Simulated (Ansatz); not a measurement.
According to plane-wave PAW PBE (Ansatz code), BAs in the hexagonal phase (P6_222; B on 3d, As on 3c) relaxes to a = 3.459 Å, c = 7.482 Å. Its formation energy from the elements is 0.42 eV/atom, with no fitted shifts.

The Kohn–Sham gap is 0.48 eV (indirect). The valence maximum lies at Γ and the conduction minimum at M (3 equivalent valleys). Gap from PBE with spin–orbit coupling: 0.47 eV (the band order may be inverted). Electrons at the band edge weigh 0.21, 0.33, 0.35 mₑ (principal values). The hole mass is 0.18, 0.45, 0.45 mₑ (principal values).

An equation-of-state fit gives a bulk modulus of 1360 kbar.

The start of the workflow was typed in or built on a structure type; neither database checked (COD, Materials Project) lists it. It is not the phase usual at ambient conditions (space group No. 216). The PBE relaxation kept the symmetry of its start; its stability against distortions is not shown here. Its formation energy is positive at this level, so the cell may be metastable or incomplete. The references are the lowest solids computed at this level, not always the standard phases. Scalar-relativistic: spin–orbit coupling is off unless named, which matters more the heavier the elements.

Potentials: the earlier of the program's two PAW sets.
